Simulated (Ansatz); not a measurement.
ScSi in space group Cmcm (No. 63; Sc on 4c, Si on 4c) under volume change, the program Ansatz at the LDA level (PAW), shape and atoms relaxed at each volume.

| V (Å³/atom) | E − E(relaxed) (meV/atom) | P (GPa) |
|---|---|---|
| 15.622 | 58.1 | 13.04 |
| 16.137 | … | … |
| 16.652 | 5.8 | 3.70 |
| 17.167 | 0.0 | 0.00 |
| 17.682 | 5.2 | -3.18 |
| 18.197 | … | … |
| 18.712 | 42.9 | -8.26 |

Problem. Fill in the missing entries.

Solution. 
- 18.197, E − E(relaxed) (meV/atom): 20.0
- 18.197, P (GPa): -5.91
- 16.137, E − E(relaxed) (meV/atom): 24.5
- 16.137, P (GPa): 8.02

Problem. What does a third-order Birch–Murnaghan fit give for V₀, B₀ and B′?

Solution. V₀ = 17.17 Å³/atom, B₀ = 114 GPa, B′ = 4.1.

The first step of the workflow began from a Materials Project structure, measured or hypothetical; the Crystallography Open Database copy checked does not list it. Its standing as an ambient phase is unchecked. The cell was relaxed with LDA under the symmetry of its start; its stability against distortions is not shown here. The run is not spin-polarised.

Potentials: the earlier of the program's two PAW sets. The files were generated under PBE; for other functionals the program regenerates the frozen cores, and for LDA and PBEsol the local potential too.
